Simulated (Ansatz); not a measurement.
**Fields on a plane of Rh (fcc, Cu type)**

```
Rh
1.0
    0.00000     1.91513     1.91513
    1.91513     0.00000     1.91513
    1.91513     1.91513     0.00000
Rh
1
Direct
  0.00000   0.00000   0.00000
```

The slice is a {111} plane (indices of the conventional cell) through the point (0.000, 0.000, 0.000) (fractional), spanned by u = [100] and v = [-1 2 0] in vectors of this cell: u (2.71 Å) and v (4.69 Å, at 90° to u). It covers one period; positions are fractions (u, v).

Atoms on it: Rh at (0.00, 0.00); Rh at (0.50, 0.50).

Computed with PBE (plane waves to 420 eV, PAW, scalar-relativistic; Ansatz, a first-principles code). k mesh 21×21×21. Inside the PAW spheres the values are not all-electron values, and peaks at nuclei hang on which shells count as valence. Rh is run without spin polarisation. Rh was relaxed with its symmetry unable to fall. The PAW data are Ansatz's earlier set.

```
|xxxxxx995511001100115599xxxx|
|xxxx9977330000110000337799xx|
|9999774411000011000011447799|
|5555331100001111110000113355|
|1111000000111100111100000011|
|0000001111000000000011110000|
|0011110000001111110000001111|
|1111000011335555553311000011|
|1100001144779999997744110000|
|110000337799xxxxxx9977330000|
|1100115599xxxxxxxxxx99551100|
|1100115599xxxxxxxxxx99551100|
|1100115599xxxxxxxxxx99551100|
|110000337799xxxxxx9977330000|
|1100001144779999997744110000|
|1111000011335555553311000011|
|0011110000001111110000001111|
|0000001111000000000011110000|
|1111000000111100111100000011|
|5555331100001111110000113355|
|9999774411000011000011447799|
|xxxx9977330000110000337799xx|
|xxxxxx995511001100115599xxxx|
|xxxxxx995511001100115599xxxx|
```
Scale: ten equal steps from 0.21 (start of '0') to 0.63 (end of '9'), in the order '0123456789'. Values: electron localisation function (ELF). The map has 14 points along u (two characters each, u = 0 at the left) and 24 along v (v = 0 in the bottom row). Points within 0.5 Å of a nucleus are blanked (x), as the pseudised field means little there.

```
|xxxxxx+#+xxxxx|
|xxxxx *%* xxxx|
|xxxxx=%@%=xxxx|
|xxxx:#@@@#:xxx|
|xx -*%%@%%*= x|
|++****+++****+|
|@%%*- xxx =*%%|
|@@#:xxxxxxx:#@|
|@%=xxxxxxxxx=%|
|%* xxxxxxxxx *|
|#+xxxxxxxxxxx+|
|#=xxxxxxxxxxx=|
|#+xxxxxxxxxxx+|
|%* xxxxxxxxx *|
|@%=xxxxxxxxx=%|
|@@#:xxxxxxx:#@|
|@%%*= xxx -*%%|
|++****+++****+|
|xx =*%%@%%*- x|
|xxxx:#@@@#:xxx|
|xxxxx=%@%=xxxx|
|xxxxx *%* xxxx|
|xxxxxx+#+xxxxx|
|xxxxxx=#=xxxxx|
```
Scale: ten equal steps from 5.00 (start of ' ') to 13.11 (end of '@'), in the order ' .:-=+*#%@'. Values: electrostatic potential energy of an electron, from the cell's mean, in eV. The map has 14 points along u (one character each, u = 0 at the left) and 24 along v (v = 0 in the bottom row). Points within 1 Å of a nucleus are blanked (x), as the pseudised field means little there. Values under 5 eV are set to 5. The zero, the cell's mean, hangs on the PAW cores.

| Quantity | Value |
|---|---|
| Density on the Rh–Rh line (2.71 Å) at its midpoint | 0.37 e/Å³ |
| ELF at that point | 0.27 |
